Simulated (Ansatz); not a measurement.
## Kick test of a cell of GeMo

It was reached by relaxing an invented guess, and it needn't be the stable form of this composition.

The calculation used DFT PBE, scalar-relativistic, plane waves, PAW (Ansatz 0.2.0). Plane waves to 420 eV, a k mesh through Γ of 18×18×16 on the computed 2-atom cell and Gaussian smearing (0.10 eV); no spin polarisation.

The cell below (2 atoms, space group P-6m2 (No. 187)) is relaxed within its symmetry.

```cif
data_structure
_symmetry_space_group_name_H-M 'P 1'
_symmetry_Int_Tables_number 1
_cell_length_a 3.2063
_cell_length_b 3.2063
_cell_length_c 3.6062
_cell_angle_alpha 90.000
_cell_angle_beta 90.000
_cell_angle_gamma 120.000
_cell_volume 32.11
loop_
_atom_site_label
_atom_site_type_symbol
_atom_site_fract_x
_atom_site_fract_y
_atom_site_fract_z
_atom_site_occupancy
Ge1 Ge 0.66667 0.33333 0.50000 1
Mo1 Mo 0.00000 0.00000 0.00000 1
```

For the test a repeat of it with 8 atoms (edges 3.61, 6.41, 6.41 Å) was strained at random (σ = 1.5 % a component), the atoms were moved at random (σ = 0.05 Å), and all was relaxed again on a coarse 6×6×6 mesh (in the run’s order of axes) with 0.20 eV smearing, with no symmetry imposed.

Problem. What happens?

Solution. It returns, within 1 meV/atom of the unmoved cell on that mesh and with the same symmetry when read at 0.1 Å. No instability shows in this cell; modes of other wave vectors, which need another repeat, aren't tested.
